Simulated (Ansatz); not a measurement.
Q: Each is relaxed and computed with plane-wave PAW PBE (Ansatz code). Which is the only one with a gap?
(A) HfGe2, P6/mmm (Hf on 1a, Ge on 2d)
(B) HfSi, CsCl type
(C) HfNF, Pbcm (Hf on 4d, F on 4d, N on 4c)
(D) HfB2, MoSi2 or CaC2 type

A: C, HfNF, Pbcm (Hf on 4d, F on 4d, N on 4c). HfNF: gap 2.05 eV (indirect); HfSi: metal; HfGe2: metal; HfB2: metal. Constructed cells (a structure type filled with these elements, in neither database checked): HfSi, CsCl type; HfGe2, P6/mmm (Hf on 1a, Ge on 2d); HfB2, MoSi2 or CaC2 type. Typed or built starts, not in the databases checked: HfNF, Pbcm (Hf on 4d, F on 4d, N on 4c). All cells were relaxed under the symmetry of their starts (and spin orders); stability against distortions was not tested throughout. Named crystals with no word on spin ran without spin polarisation. Scalar-relativistic: spin–orbit coupling is off unless named, which matters more the heavier the elements.

Potentials: the earlier of the program's two PAW sets.
